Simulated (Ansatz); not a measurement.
## LiMg2: do energies and stresses tell the same story?

Level of theory: Ansatz 0.2.0, DFT r2SCAN, scalar-relativistic, plane waves, PAW.

Settings: cutoff 500 eV, Γ-centred mesh 8×8×8 on the computed 6-atom cell, Gaussian smearing of 0.10 eV; no spin polarisation.

Relaxed cell: Cmcm, a = 10.459 Å, b = 4.883 Å, c = 4.875 Å, α = 90.00°, β = 90.00°, γ = 90.00°, 6 atoms in the primitive cell. Whether it is the stable form of this composition wasn't checked.

Energies at zero smearing and pressures from the stress tensor, at volumes with shape and atoms relaxed:
```
V (Å³/atom) E − E(first) (meV/atom) P (GPa)
     19.502                     0.00     2.19
     20.125                    -6.21     1.03
     20.747                    -8.20     0.02
     21.370                    -6.55    -0.85
     21.992                    -1.74    -1.61
```

Task: Check P = −dE/dV between neighbouring volumes, and get the bulk modulus from the pressures alone.

Result: With 1 eV/Å³ = 160.2 GPa:
```json
{"middle V (Å³/atom)": "19.814", "−ΔE/ΔV (GPa)": "1.599", "mean P (GPa)": "1.611"}
{"middle V (Å³/atom)": "20.436", "−ΔE/ΔV (GPa)": "0.512", "mean P (GPa)": "0.523"}
{"middle V (Å³/atom)": "21.058", "−ΔE/ΔV (GPa)": "-0.425", "mean P (GPa)": "-0.416"}
{"middle V (Å³/atom)": "21.681", "−ΔE/ΔV (GPa)": "-1.239", "mean P (GPa)": "-1.229"}
```

The two differ by 0.01 GPa at most. The mean of two end pressures misses the average over a step by about ΔV² P″/12, up to 0.01 GPa here; with that taken off 0.00 GPa remains. Around V = 20.747 Å³/atom, the two neighbours give B = −V ΔP/ΔV = 20.747 × 1.88 / 1.245 = 31.3 GPa, against B0 = 31.2 GPa from the Birch–Murnaghan fit of the energies.

Cost: 6 runs of about 11 core-minutes in all, on Intel Xeon 6975P-C (Granite Rapids) (shared hosts).